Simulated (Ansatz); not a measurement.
Starting cell, ZrPbO₃ (cubic perovskite):

```
ZrPbO3
1.0
    8.21717     0.00000     0.00000
    4.10859     4.10859     0.00000
    4.10859     0.00000     4.10859
Zr Pb O
2 2 6
Direct
  0.00000   0.00000   0.00000
  0.50000   0.00000   0.00000
  0.75000   0.50000   0.50000
  0.25000   0.50000   0.50000
  0.25000   0.00000   0.00000
  0.75000   0.00000   0.00000
  0.75000   0.50000   0.00000
  0.25000   0.50000   0.00000
  0.75000   0.00000   0.50000
  0.25000   0.00000   0.50000
```

A phonon eigenvector at R = (0.5, 0.5, 0.5) is frozen into this cell: atom i moves by Q times the vector below, so Q is the largest atomic displacement, in Å. The cell is held. It is one choice among 3 degenerate patterns. (q is in reciprocal vectors of the primitive cell; the cell shown is doubled to hold the pattern.)

| atom | x | y | z |
|---|---|---|---|
| O7 | 0.000 | 0.000 | 1.000 |
| O8 | 0.000 | 0.000 | -1.000 |
| O9 | 0.000 | -1.000 | 0.000 |
| O10 | 0.000 | 1.000 | 0.000 |

Atoms not listed stay in place.

These are LDA (plane waves to 420 eV, PAW, scalar-relativistic; Ansatz, an electronic-structure program) values and carry that method's errors. k mesh 8×8×8 (Γ-centred), Fermi-Dirac smearing 0.05 eV. E stands for the smeared free energy. Spin-orbit coupling is left out, though Pb is heavy. This is a high-temperature form of ZrPbO3. ZrPbO3 is run without spin polarisation. ZrPbO3 was relaxed with its symmetry unable to fall. ΔE is measured from the undisplaced structure.

**Question.** Give the computed ΔE (eV/cell) and −dE/dQ from forces (eV/Å) at Q (Å) = -0.660, -0.110, 0.220, 0.440, 0.660.

**Answer.** 
```
Q (Å)   ΔE (eV/cell)  −dE/dQ from forces (eV/Å)
------  ------------  -------------------------
-0.660         0.089                      4.911
-0.110        -0.051                     -0.885
0.220         -0.179                      1.337
0.440         -0.385                     -0.018
0.660          0.089                     -4.911
```

(For displaced atoms, the force is minus the slope of the energy, and its curvature is a force constant, which sets phonon frequencies.)
